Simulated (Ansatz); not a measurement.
Values for one crystal, relaxed and computed with the program Ansatz at the r²SCAN level (PAW); other levels are named.

```yaml
volume_per_atom: 16.08 Å³
electronic_character: metallic (no gap)
Pressure derivative B′: 4.2
Bulk modulus (Birch–Murnaghan fit): 269 GPa
Formation energy from the elements (no fitted shifts): 0.46 eV/atom
Density of states at the Fermi level: 0.83 states/eV per atom (mean over ±0.08 eV)
```

Pick the material that matches.
A) MoW, Cmcm (W on 4c, Mo on 4c)
B) CoMo, L1₀ or tetragonal B2
C) TaW, Cmcm (Ta on 4c, W on 4c)
D) AgW, rock salt

A, MoW, Cmcm (W on 4c, Mo on 4c)

The start of the workflow was typed in or built on a structure type; neither database checked (COD, Materials Project) lists it. Whether it is the stable phase at ambient conditions was not checked. The cell was relaxed with r²SCAN under the symmetry of its start; its stability against distortions is not shown here. The run is not spin-polarised. Its formation energy is positive at this level, so the cell may be metastable or incomplete. The references are the lowest solids computed at this level, not always the standard phases. Spin–orbit coupling is left out wherever it is not named.

Potentials: the earlier of the program's two PAW sets.
